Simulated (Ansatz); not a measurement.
TiN (rock salt)

```yaml
crystal:
  lattice:
    - [0.00000, 2.10198, 2.10198]
    - [2.10198, 0.00000, 2.10198]
    - [2.10198, 2.10198, 0.00000]
  atoms:
    - { symbol: N, position: [0.00000, 0.00000, 0.00000] }
    - { symbol: Ti, position: [0.50000, 0.50000, 0.50000] }
```

The slice is a {110} plane (indices of the conventional cell) through the point (0.000, 0.000, 0.000) (fractional), spanned by u = [100] and v = [1 -1 -1] in vectors of this cell: u (2.97 Å) and v (4.20 Å, at 90° to u). It covers one period; positions are fractions (u, v).

These are PBEsol (plane waves to 420 eV, PAW, scalar-relativistic; Ansatz, a quantum-chemistry and plane-wave program) values and carry that method's errors. k mesh 19×19×19. Near the nuclei the fields are pseudised (PAW); where an atom keeps semicore shells as valence, they peak there. TiN is run without spin polarisation. TiN was relaxed with its symmetry unable to fall.

Three fields on this plane, each scaled to ten steps between its own extremes (0 low, 9 high; the total valence density on a logarithmic scale, the potential cut 8 eV below its top; x marks points blanked near nuclei; v = 0 in the bottom row):

Map A
```
|xxxxxx973111379xxxxx|
|xxxxxx963111369xxxxx|
|xxxxxx853111358xxxxx|
|xxxxx97421112479xxxx|
|xxxx8753111113578xxx|
|66665432110112345666|
|11111111100011111111|
|11000000000000000001|
|xxxx1000001000001xxx|
|xxxxx10001110001xxxx|
|xxxxxx000111000xxxxx|
|xxxxxx100111001xxxxx|
|xxxxxx200111002xxxxx|
|xxxxxxx0011100xxxxxx|
|xxxxxx200111002xxxxx|
|xxxxxx100111001xxxxx|
|xxxxxx000111000xxxxx|
|xxxxx10001110001xxxx|
|xxxx1000001000001xxx|
|11000000000000000001|
|11111111100011111111|
|66665432110112345666|
|xxxx8753111113578xxx|
|xxxxx97421112479xxxx|
|xxxxxx853111358xxxxx|
|xxxxxx963111369xxxxx|
|xxxxxx973111379xxxxx|
|xxxxxxx7311137xxxxxx|
```

Map B
```
|xxxxxx964323469xxxxx|
|xxxxxx854222458xxxxx|
|xxxxxx753212357xxxxx|
|xxxxx85321112358xxxx|
|xxxx8642100012468xxx|
|99876431100011346789|
|88765321000001235678|
|99865321000001235689|
|xxxx7421000001247xxx|
|xxxxx74211111247xxxx|
|xxxxxx532111235xxxxx|
|xxxxxx742222247xxxxx|
|xxxxxx853222358xxxxx|
|xxxxxxx5322235xxxxxx|
|xxxxxx853222358xxxxx|
|xxxxxx742222247xxxxx|
|xxxxxx532111235xxxxx|
|xxxxx74211111247xxxx|
|xxxx7421000001247xxx|
|99865321000001235689|
|88765321000001235678|
|99876431100011346789|
|xxxx8642100012468xxx|
|xxxxx85321112358xxxx|
|xxxxxx753212357xxxxx|
|xxxxxx854222458xxxxx|
|xxxxxx964323469xxxxx|
|xxxxxxx6432346xxxxxx|
```

Map C
```
|xxxxxx788888887xxxxx|
|xxxxxx888888887xxxxx|
|xxxxxx899888998xxxxx|
|xxxxx89999999998xxxx|
|xxxx7899999999987xxx|
|33457899999999987543|
|00235689999999865320|
|00002468999998642000|
|xxxx0046899986400xxx|
|xxxxx01578987510xxxx|
|xxxxxx036888630xxxxx|
|xxxxxx025787510xxxxx|
|xxxxxx005787500xxxxx|
|xxxxxxx0577750xxxxxx|
|xxxxxx005787500xxxxx|
|xxxxxx015787520xxxxx|
|xxxxxx036888630xxxxx|
|xxxxx01578987510xxxx|
|xxxx0046899986400xxx|
|00002468999998642000|
|00235689999999865320|
|33457899999999987543|
|xxxx7899999999987xxx|
|xxxxx89999999998xxxx|
|xxxxxx899888998xxxxx|
|xxxxxx788888888xxxxx|
|xxxxxx788888887xxxxx|
|xxxxxxx7877787xxxxxx|
```

Problem. Assign the maps to these fields: electron localisation function (ELF); valence electron density; electrostatic potential energy of an electron, from the cell's mean.

Solution. A is the electron localisation function (ELF); B is the valence electron density; C is the electrostatic potential energy of an electron, from the cell's mean.
